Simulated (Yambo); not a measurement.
BSE-type run in Yambo on CsCl (CsCl type, space group Pm-3m, No. 221), at zero momentum. PBEsol wavefunctions on a 4×4×4 mesh, a = b = c = 4.065 Å, α = β = γ = 90.00°.

Yambo input:
```
rim_cut
optics
bse
bss
dipoles
em1s
RandQpts= 1000000
RandGvec= 1 Ry
FFTGvecs= 40 Ry
Chimod= "HARTREE"
BSKmod= "SEX"
BSEmod= "resonant"
BSSmod= "hs"
BSENGexx= 15 Ry
BSENGBlk= 4 Ry
% KfnQP_E
 2.673 | 1.0 | 1.0 |
%
% BSEQptR
 1 | 1 |
%
% BSEBands
 3 | 19 |
%
% BEnRange
 0.0 | 16.9 | eV
%
% BDmRange
 0.15 | 0.15 | eV
%
BEnSteps= 338
% BLongDir
 1.0 | 0.0 | 0.0 |
%
BSHayTrs= -0.02
BSSNEig= 24
WRbsWF
% BndsRnXs
 1 | 33 |
%
NGsBlkXs= 4 Ry
% LongDrXs
 1.0 | 1.0 | 1.0 |
%
```

From the report:

The dimension is k points × valence × conduction bands = 64 × 6 × 11 = 4224.
```
   [SLEPC] Approach                          : Krylov-Schur
   [SLEPC] Number of requested eigenvalues   :  24
   [SLEPC] Number of eigenvalues        [NEV]:  24
    [K] Dimension                                    :   4224
    [K] Bands                                        :   3  19
    [K] Exchange res                                 : yes
    [K] Correlation res                              : yes
    [K] W interaction is bare                        : no
    [K] RL vectors exchange                          :   485
    [K] RL vectors correlation                       :   81
    [W] Matrix size                                  :   81
    [W] Bands                                        :    1   33
    [W] Coulomb Cutoff                               : none
    [W] Hxc Kernel                                   : HARTREE
```

Geometry relaxed with PBEsol.
